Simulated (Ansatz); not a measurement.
Zr3N4:
```
CELL_PARAMETERS angstrom
     -3.35129     3.35129     3.35129
      3.35129    -3.35129     3.35129
      3.35129     3.35129    -3.35129
ATOMIC_POSITIONS crystal
  Zr 0.25000 0.62500 0.37500
  Zr 0.75000 0.87500 0.12500
  Zr 0.37500 0.25000 0.62500
  Zr 0.12500 0.75000 0.87500
  Zr 0.62500 0.37500 0.25000
  Zr 0.87500 0.12500 0.75000
  N  0.14181 0.14181 0.14181
  N  0.50000 0.00000 0.35819
  N  0.00000 0.35819 0.50000
  N  0.35819 0.50000 0.00000
  N  0.64181 0.64181 0.64181
  N  0.50000 0.00000 0.85819
  N  0.85819 0.50000 0.00000
  N  0.00000 0.85819 0.50000
```

PBEsol (plane waves, PAW; program Ansatz) gives a gap of 0.76 eV without spin–orbit coupling, maximum at Γ, minimum at Γ.

Problem. What happens when spin–orbit coupling is switched on?

Solution. The gap falls by 0.03 eV, to 0.73 eV; maximum on the Γ–H line, 2 % of the way from Γ, minimum at Γ.

Space group I-43d. The PBEsol relaxation kept the symmetry of its start. No spin polarisation was allowed.

Potentials: the later of the program's two PAW sets.
